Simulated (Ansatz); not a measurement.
Values for one crystal, relaxed and computed with r²SCAN (plane waves, PAW; program Ansatz); other levels are named.

| Property | Value |
|---|---|
| Volume per atom | 8.52 Å³ |
| Electronic character | metallic (no gap) |
| Mechanical stability | stable (all eigenvalues of C positive) |
| Density of states at the Fermi level | 0.27 states/eV per atom (mean over ±0.08 eV) |
| Pressure derivative B′ | 4.6 |
| Zone-centre stability | no imaginary mode at Γ |
| Young's modulus | 645 GPa |

Q: Which of these materials gives this?
A. MoS2, R-3m (Mo on 3a, S on 6c)
B. BN, CsCl type
C. Ca3GeN, anti-perovskite
D. MoN2, P4/mbm (Mo on 2a, N on 4h)

A: D, MoN2, P4/mbm (Mo on 2a, N on 4h)

The workflow started from a Materials Project entry (that database holds measured and hypothetical structures alike); the Crystallography Open Database copy checked does not list it. Whether it is the stable phase at ambient conditions was not checked. Symmetry was held in the r²SCAN relaxation. No spin polarisation was allowed. Scalar-relativistic: spin–orbit coupling is off unless named, which matters more the heavier the elements.

Potentials: the later of the program's two PAW sets.
